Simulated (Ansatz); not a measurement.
Sc₂AlC in space group P6_3/mmc (No. 194; Sc on 4f, Al on 2d, C on 2a) under volume change, r²SCAN (plane waves, PAW; program Ansatz), shape and atoms relaxed at each volume.

```csv
V (Å³/atom),E − E(relaxed) (meV/atom),P (GPa)
16.034,47.2,10.30
16.562,19.9,6.36
17.091,4.7,2.94
17.619,0.0,0.00
18.148,4.3,-2.54
18.677,16.4,-4.73
19.205,35.2,-6.61
```

Q: What does a third-order Birch–Murnaghan fit give for V₀, B₀ and B′?

A: V₀ = 17.62 Å³/atom, B₀ = 90.9 GPa, B′ = 3.9.

The workflow started from a Materials Project entry (that database holds measured and hypothetical structures alike); the Crystallography Open Database copy checked does not list it. Its standing as an ambient phase is unchecked. The cell was relaxed with r²SCAN under the symmetry of its start; of distortions, only those at the zone centre were tested. No spin polarisation was allowed.

Potentials: the later of the program's two PAW sets.
